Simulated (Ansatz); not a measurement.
# 17O nuclear quadrupole resonance in SiO2

Cell: an entry of the Crystallography Open Database (COD), its atoms then relaxed with PBE in this cell.

Space group P4_12_12 (No. 92); a = 4.9727, c = 6.9257 Å.

```
site  Wyckoff  site symmetry       x       y       z
  Si       4a            ..2  0.3055  0.3055  0.0000
   O       8b              1  0.2365  0.1167  0.1852
```

One atom of each set is listed.

Computed with Ansatz: DFT, r2SCAN, plane waves and PAW, scalar-relativistic, 500 eV cutoff, Γ-centred 5×5×4 k-points, Fermi–Dirac smearing 0.02 eV.

17O: I = 5/2, Q = -25.58 mb (year-2017 value). Static lattice, zero field.

**Question.** At which frequencies do the 17O NQR lines lie?

**Answer.** For I = 5/2 and η = 0 the lines are 3|C_Q|/20 and twice that; η pulls their ratio below 2.

```tsv
site	atoms	V_zz (10²¹ V/m²)	C_Q (MHz)	η	line frequencies (MHz)
O	8	9.33	-5.77	0.19	0.900, 1.72
```

At O V_zz runs parallel to the line that joins its two neighbours (within 1°).

The largest force is 0.3 eV/Å, so the atoms aren't at the calculated equilibrium and relaxing them would move these values.

Hardware: 1 thread of Intel Xeon Platinum 8375C CPU @ 2.90GHz (Ice Lake) (x86_64; 90 cores open to the job, memory cap 2.5 GiB, no GPU), a shared host with a load of 0.8 a core. Wall time 38 s, CPU time 38 s, peak memory 0.76 GiB.
